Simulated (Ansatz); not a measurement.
SnTe:
```
CELL_PARAMETERS angstrom
      0.00000     3.18712     3.18712
      3.18712     0.00000     3.18712
      3.18712     3.18712     0.00000
ATOMIC_POSITIONS crystal
  Te 0.00000 0.00000 0.00000
  Sn 0.50000 0.50000 0.50000
```

Relaxed with r²SCAN. 

Q: HSE06 on this cell (Ansatz, a quantum-chemistry and plane-wave program, PAW) gives a gap of 0.25 eV. What does r²SCAN give?

A: 0.14 eV.

Cost on shared cores: the r²SCAN run (SCF on a 8×8×8 mesh, then bands and DOS) very roughly 40 core-seconds, the HSE06 run (SCF on 6×6×6, then a few points) around 3 core-minutes (rough); the tasks are unlike.

Space group Fm-3m (rock salt). Symmetry was held in the r²SCAN relaxation. At this level the phase is dynamically unstable (imaginary phonons). Spin–orbit coupling is left out wherever it is not named.

Potentials: the later of the program's two PAW sets.

Ansatz is a plane-wave DFT program.
